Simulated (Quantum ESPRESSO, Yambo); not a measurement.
NaYS₂ (space group R-3m, No. 166). Cell and atoms were relaxed with LDA from Materials Project entry mp-10226, within its symmetry. Chain: LDA (Quantum ESPRESSO, PseudoDojo norm-conserving, 88 Ry, no spin-orbit coupling); G0W0 in Yambo (4×4×4 Γ-centred k mesh, bands 3 to 129 and a 7 Ry block in the screening, 129 bands in G with the Bruneval-Gonze terminator, plasmon pole fitted at 27.2 eV); BSE (6×6×6 mesh, 6 valence and 10 conduction bands, static screening with 49 bands and a 4 Ry block, scissor 1.74 eV, Tamm-Dancoff).

| Quantity | Result |
|---|---|
| LDA gap (dense path) | 2.01 eV |
| LDA gap Γ → F on the GW mesh | 2.01 eV |
| LDA smallest direct gap on the GW mesh, at F | 2.87 eV |
| G0W0 direct gap at that point | 4.61 eV |
| G0W0 correction to the gap Γ → F | 1.68 eV |
| direct gap on the BSE mesh, with the scissor | 4.61 eV |
| first BSE state allowed for light along x | 4.21 eV |
| lowest BSE state | 4.18 eV |
| binding of the lowest exciton | 0.42 eV |

Rough cost of the Yambo steps against G0W0 for 4 states: BSE within a factor of two.

Nearest settings tried, and what they do to the gap: 100 bands in W, 100 bands in G: +5 meV; 3 Ry block (61 vectors against 191): -242 meV; 2×2×2 mesh: +13 meV. So the settings aren't converged at that level. The BSE states are vertical excitations (zero momentum); the indirect quasiparticle gap, about 3.68 eV, is smaller than the direct one (4.61 eV on the GW mesh). Convergence of the binding with the mesh was not shown. Axes are Cartesian, with cell vectors (Å) (1.95, 1.13, 6.46), (-1.95, 1.13, 6.46), (0.00, -2.25, 6.46).
